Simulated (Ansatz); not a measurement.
Ir (P6_3/mmc), clamped-ion strain scan

These are results of Ansatz, DFT PBEsol, scalar-relativistic, plane waves, PAW, not measurements. Settings: plane waves to 420 eV, k-mesh 24×24×14 (Γ-centred), Gaussian smearing 0.15 eV. Spin–orbit coupling is left out, which can shift energies with elements as heavy as these. No spin polarisation. Energies are free energies at this smearing, counted from the undisturbed cell; pressure is positive in compression.

The starting cell (relaxed at this level; with this scan's settings it stands at 0.1 GPa; this form isn't the usual structure):

```
CELL_PARAMETERS angstrom
2.71906 0.00000 0.00000
-1.35953 2.35477 0.00000
0.00000 0.00000 4.40793
ATOMIC_POSITIONS crystal
Ir 0.66667 0.33333 0.75000
Ir 0.33333 0.66667 0.25000
```

The cell is strained by ε times the Voigt pattern (0, 0, 0, 1, 0, 0) (xx, yy, zz, yz, xz, xy; engineering shear) with fractional coordinates fixed. The cell is metallic on the mesh throughout.

```tsv
ε	ΔE (meV/atom)
-0.1000	46.8
-0.0500	11.7
0.0000	0.0
0.0250	2.9
0.0750	26.3
0.0875	35.8
```

**Question.** Predict the stress summed along the pattern (GPa, tension positive) at each point.

**Answer.**
```
      ε  stress summed along the pattern (GPa, tension positive)
-0.1000                                                   -10.47
-0.0500                                                    -5.28
 0.0000                                                     0.00
 0.0250                                                     2.67
 0.0750                                                     7.84
 0.0875                                                     9.13
```

Cost: 6 runs of about 3.5 core-minutes in all, on Intel Xeon Platinum 8488C (Sapphire Rapids) (shared hosts).